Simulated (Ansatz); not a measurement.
# Electric field gradients in KTaO3

```xyz
5
Lattice="3.9883 0.0000 0.0000 0.0000 3.9883 0.0000 0.0000 0.0000 3.9883" Properties=species:S:1:pos:R:3 pbc="T T T"
K     1.9942    1.9942    1.9942
Ta    0.0000    0.0000    0.0000
O     1.9942    0.0000    0.0000
O     0.0000    1.9942    0.0000
O     0.0000    0.0000    1.9942
```

Atoms are numbered in the order listed.

The cell comes from COD entry 2102087, which wasn't checked; take it as a given geometry.

Levels of theory: DFT, LDA, all-electron PAW with datasets made for the crystal, scalar-relativistic (Ansatz 0.2.0); DFT, LDA, PAW with Ansatz's default frozen-core files, scalar-relativistic (Ansatz 0.2.0).

For the crystal-made all-electron datasets (AE datasets): a Γ-centred 5×5×5 k mesh, Fermi–Dirac smearing of 0.01 eV, cutoff 540 eV (chosen by the program for this cell), no spin polarisation. PAW takes a cutoff of 420 eV at this cell (files made with PBE, cores remade for this functional). The Ansatz runs share mesh, smearing and spin set-up.

No spin–orbit coupling: at heavy atoms the gradients can be off by tens of per cent for that reason.

Vzz is the principal value of largest size of the traceless field-gradient tensor, in 10²¹ V/m², and η = (Vxx − Vyy)/Vzz with |Vzz| ≥ |Vyy| ≥ |Vxx|.

```
site  site symmetry  Vzz (η), AE datasets     Vzz (η), PAW
  K1           m-3m       0 (under 0.004)  0 (under 0.004)
 Ta2           m-3m       0 (under 0.004)  0 (under 0.004)
  O3         4/mm.m       1.68 (η = 0.00)  1.81 (η = 0.00)
```

The Cartesian tensor at O3 from AE datasets, in 10²¹ V/m²:

```
 1.68  0.00  0.00
 0.00 -0.84  0.00
 0.00  0.00 -0.84
```

Q: Taking Q(O-17) = -0.0256 b, what quadrupole coupling constant follows at O3 from AE datasets?

A: Cq = eQVzz/h = 24.180 MHz × -0.0256 × (1.68) = -1.04 MHz.
